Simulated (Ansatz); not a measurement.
Pt (bcc (W type), space group No. 229) at seven volumes, the program Ansatz at the PBEsol level (PAW), scaled uniformly. One row is withheld.

```csv
V (Å³/atom),P (GPa)
13.830,33.58
14.286,20.22
14.742,?
15.198,0.00
15.654,-7.57
16.109,-13.81
16.565,-18.94
```

Problem. Fit the shown pressures and predict the withheld one.

Solution. Third-order Birch–Murnaghan: P = (3/2)B₀(x^(7/2) − x^(5/2))[1 + (3/4)(B′ − 4)(x − 1)] with x = (V₀/V)^(2/3). Least squares on the six rows gives V₀ = 15.198 Å³/atom, B₀ = 276.8 GPa, B′ = 5.34. At V = 14.742, x = 1.0205 and P = 9.15 GPa. The run itself gave 9.15 GPa.

Space group Im-3m (bcc (W type)). The workflow started from a Materials Project entry (that database holds measured and hypothetical structures alike); the Crystallography Open Database copy checked does not list it. It is not the phase usual at ambient conditions (space group No. 225). The cell was relaxed with PBEsol under the symmetry of its start. At this level the phase is mechanically unstable. No spin polarisation was allowed. Spin–orbit coupling is left out wherever it is not named.

Potentials: the later of the program's two PAW sets.
